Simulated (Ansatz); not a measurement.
## Data sheet: SnC$_{8}$ (DFT)

SnC$_{8}$:
```
CELL_PARAMETERS angstrom
      0.00000     2.45976    -4.26043
      0.00000     2.45976     4.26043
      6.74716     0.00000     0.00000
ATOMIC_POSITIONS crystal
  C  0.99854 0.00146 0.00000
  C  0.16494 0.83506 0.00000
  C  0.49774 0.00146 0.00000
  C  0.66467 0.83452 0.00000
  C  0.99854 0.50226 0.00000
  C  0.16548 0.33533 0.00000
  C  0.49828 0.50172 0.00000
  C  0.66467 0.33533 0.00000
  Sn 0.83199 0.16801 0.50000
```

Space group P6/mmm (No. 191); conventional cell a = 4.9195 Å, b = 4.9195 Å, c = 6.7472 Å, α = 90.00°, β = 90.00°, γ = 120.00°.

Method: the program Ansatz at the PBE level (PAW). The cell and atoms are relaxed at this level. Other levels are named where they apply.

### Cell and energy

```json
{
 "volume_per_atom": "15.71 Å³",
 "density": "2.52 g/cm³",
 "Formation energy from the elements (no fitted shifts)": "0.28 eV/atom"
}
```

### Electronic structure

```json
{
  "electronic_character": "metallic (no gap)",
  "Density of states at the Fermi level": "0.33 states/eV per atom (mean over ±0.08 eV)"
}
```

The start of the workflow was typed in or built on a structure type; neither database checked (COD, Materials Project) lists it. Whether it is the stable phase at ambient conditions was not checked. Symmetry was held in the PBE relaxation; its stability against distortions is not shown here. The volume moved by 44 % from the start of the relaxation. Its formation energy is positive at this level, so the cell may be metastable or incomplete. Point labels and valley counts follow the cell and symmetry of the run, lower than the named group. The references are the lowest solids computed at this level, not always the standard phases. Scalar-relativistic: spin–orbit coupling is off unless named, which matters more the heavier the elements.

Potentials: the earlier of the program's two PAW sets.
